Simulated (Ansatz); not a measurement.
AgCl (rock salt, Fm-3m) at seven volumes, plane-wave PAW PBE (Ansatz code), scaled uniformly. One row is withheld.

```csv
V (Å³/atom),P (GPa)
20.100,5.07
20.762,3.05
21.425,1.38
22.088,0.00
22.750,?
23.413,-2.09
24.075,-2.88
```

**Question.** Fit the shown pressures and predict the withheld one.

**Answer.** P = (3/2)B₀(x^(7/2) − x^(5/2))[1 + (3/4)(B′ − 4)(x − 1)] with x = (V₀/V)^(2/3). Least squares on the six rows gives V₀ = 22.087 Å³/atom, B₀ = 41.9 GPa, B′ = 5.28. At V = 22.750, x = 0.9805 and P = -1.15 GPa. The run itself gave -1.14 GPa.

Symmetry was held in the PBE relaxation. The run is not spin-polarised.

Potentials: the later of the program's two PAW sets.
